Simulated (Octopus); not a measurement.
Se (P3121, No. 152):
```xyz
3
Lattice="4.5048 0.0000 0.0000 -2.2524 3.9013 0.0000 0.0000 0.0000 4.9788" Properties=species:S:1:pos:R:3 pbc="T T T"
Se     0.9816     0.0000     1.6596
Se    -0.4908     0.8501     3.3192
Se     1.7616     3.0512     0.0000
```
The cell is a database entry, not relaxed again.

Level: LDA. Code: Octopus 16.4. Numerical set-up: grid spacing about 0.16 Å, Γ-centred 6×6×4 k-mesh, Fermi-Dirac smearing of 0.03 eV, no spin polarisation; PseudoDojo 0.4 LDA potentials. Spin-orbit coupling is left out.

On this mesh LDA separates the highest filled and lowest empty band by 0.98 eV, with a smallest direct gap of 1.22 eV.

What does PBEsol give on the same cell and mesh, with PseudoDojo 0.4 PBEsol potentials?

1.04 eV, smallest direct 1.28 eV.
